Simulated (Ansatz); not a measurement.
# ZrP: computed property card

ZrP:
```
CELL_PARAMETERS angstrom
      3.66300     0.00000     0.00000
     -1.83150     3.17225     0.00000
      0.00000     0.00000    12.47914
ATOMIC_POSITIONS crystal
  Zr 0.33333 0.66667 0.38429
  Zr 0.66667 0.33333 0.61571
  Zr 0.66667 0.33333 0.88429
  Zr 0.33333 0.66667 0.11571
  P  0.66667 0.33333 0.25000
  P  0.33333 0.66667 0.75000
  P  0.00000 0.00000 0.50000
  P  0.00000 0.00000 0.00000
```

Space group P6_3/mmc (No. 194); conventional cell a = b = 3.663 Å, c = 12.479 Å, α = β = 90.00°, γ = 120.00°.

Method: DFT-PBEsol in the program Ansatz with PAW potentials. Geometry: relaxed at this level of theory. Other levels are named where they apply.

**Cell and energy**

| Item | Result |
|---|---|
| Volume per atom | 18.13 Å³ |
| Density | 5.60 g/cm³ |
| Formation energy from the elements (no fitted shifts) | -1.48 eV/atom |

**Electronic structure**

| Item | Value |
|---|---|
| Electronic character | metallic (no gap) |
| Density of states at the Fermi level | 0.28 states/eV per atom (mean over ±0.08 eV) |
| Gap with spin–orbit coupling | none (metallic) |

**Mechanics**

| Quantity | Value |
|---|---|
| Bulk modulus (Birch–Murnaghan fit) | 146 GPa |
| Pressure derivative B′ | 4.1 |
| Elastic constants (relaxed ions, GPa) | C11 = 221, C12 = 97.4, C13 = 107, C33 = 263, C44 = 134 |
| Mechanical stability | stable (all eigenvalues of C positive) |
| Hill bulk and shear moduli | 147 and 86.8 GPa |
| Young's modulus | 217 GPa |
| Poisson's ratio | 0.25 |
| Debye temperature from the elastic constants | 496 K |

**Phonons**

| Item | Result |
|---|---|
| Highest zone-centre frequency | 392 cm⁻¹ |
| Zone-centre stability | no imaginary mode at Γ |

The workflow started from a Materials Project entry (that database holds measured and hypothetical structures alike); the Crystallography Open Database copy checked does not list it. COD files the formula under space group No. 225. Whether it is the stable phase at ambient conditions was not checked. The PBEsol relaxation kept the symmetry of its start. The run is not spin-polarised. As this level gives no gap, shear constants depend on the k-mesh and smearing (Fermi–Dirac, 0.1 eV here). As this level gives no gap, phonon frequencies hold no LO–TO term and depend on the k-mesh and smearing (Fermi–Dirac, 0.1 eV here). The references are the lowest solids computed at this level, not always the standard phases. Scalar-relativistic: spin–orbit coupling is off unless named, which matters more the heavier the elements.

Potentials: the later of the program's two PAW sets.
